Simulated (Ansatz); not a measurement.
## Zone-centre phonons of CaC2 at 30 GPa: input and output

All numbers below come from DFT LDA, scalar-relativistic, plane waves, PAW (Ansatz).

It can be run as:
```bash
ansatz run input.yaml --threads 1 --pin off --backend cpu --events-out ev --progress --plain --runs-dir out  # memory cap (--max-ram) not shown
```

Input (bare energies are in eV):
```yaml
crystal:
  lattice:
    - [1.7399344311, 1.0045516122, 3.4638219511]
    - [-1.7399344311, 1.0045516122, 3.4638219511]
    - [0.0, -2.0091032244, 3.4638219511]
  atoms:
    - { symbol: Ca, position: [0.0, 0.0, 0.0] }
    - { symbol: C, position: [0.5589564198, 0.5589564198, 0.5589564198] }
    - { symbol: C, position: [0.4410435802, 0.4410435802, 0.4410435802] }
basis:
  ecutwfc: 420
kpoints:
  mp_grid: { grid: [9, 9, 9] }
hamiltonian:
  xc: lda
scf:
  occupations: { method: fixed }
output:
  eigenvalues: true
phonons:
  method: dfpt
  dielectric: true
  rigid_motions: translations
  eigenvectors: true
```

Results section of the output:
```
--- Phonons (Γ-DFPT): 4 representative perturbations + reference, on 205 of 729 k-points (Σ response iterations 12) ---
  k mesh reduced under 2 symmetry operations, with k and −k counted as one. Each operation leaves every solved perturbation unchanged. A smaller set is not considered because the run solves the response ...
  ASR residual: 3.019e-4 → 0.000e0 eV/Å²; symmetrization residual: 8.075e-7 eV/Å²
  ASR residual per site (eV/Å²): 3.02e-4 8.77e-5 8.77e-5
  Γ frequencies (cm⁻¹): 0.00 0.00 0.00 340.33 398.79 398.79 478.80 478.80 2041.42
  ε∞ (high-frequency dielectric tensor):
        4.487417     0.000000     0.000000
       -0.000000     4.487417     0.000000
        0.000000     0.000000     5.952140
  ε⁰ (static dielectric tensor: ions relaxed, cell fixed):
        6.618447     0.000000     0.000000
        0.000000     6.618447    -0.000000
        0.000000    -0.000000     9.982109
  ε⁰ − ε∞ (ionic part):
        2.131031     0.000000     0.000000
        0.000000     2.131031    -0.000000
        0.000000    -0.000000     4.029969
  softest optical mode at Γ: 340.33 cm⁻¹; the repairs (sum rule, projections) moved no ω² at Γ by more than (1.49 cm⁻¹)²
  Born effective charges Z* (e; rows j = field, columns β = displacement):
    site 0:
         2.32739   -0.00000    0.00000
         0.00000    2.32739    0.00000
         0.00000    0.00000    2.27499
    site 1:
        -1.16370    0.00000   -0.00000
        -0.00000   -1.16370    0.00000
        -0.00000    0.00000   -1.13749
    site 2:
        -1.16370    0.00000   -0.00000
        -0.00000   -1.16370   -0.00000
        -0.00000    0.00000   -1.13749
  Z* charge neutrality: 1.069e-5 e pre-enforcement
  k-mesh period / interband length: 36.0 Å / 1.71 Å = 21.07 at k = (0.0000, 0.0000, 0.0000), direct gap 3.306 eV — 14 or more, which is no proof of convergence
  optical modes at Γ without the LO–TO term, one row a degenerate level:
      ω (cm⁻¹) modes IR ((D/Å)²/amu)
        340.33      1             7.9499
        398.79      2             0.0000
        478.80      2            16.6408
       2041.42      1             0.0000
  optical modes at Γ + LO–TO along q̂ = [1.0000, 0.0000, 0.0000]:
      ω (cm⁻¹) modes IR ((D/Å)²/amu)
        340.33      1             7.9499
        398.79      2             0.0000
        478.80      1             8.3204
        581.47      1             8.3204
       2041.42      1             0.0000
  optical modes at Γ + LO–TO along q̂ = [0.0000, 1.0000, 0.0000]:
      ω (cm⁻¹) modes IR ((D/Å)²/amu)
        340.33      1             7.9499
        398.79      2             0.0000
        478.80      1             8.3204
        581.47      1             8.3204
       2041.42      1             0.0000
  optical modes at Γ + LO–TO along q̂ = [0.0000, 0.0000, 1.0000]:
      ω (cm⁻¹) modes IR ((D/Å)²/amu)
        398.79      2             0.0000
        440.74      1             7.9499
        478.80      2            16.6408
       2041.42      1             0.0000
```

Other phases may be more stable at this pressure.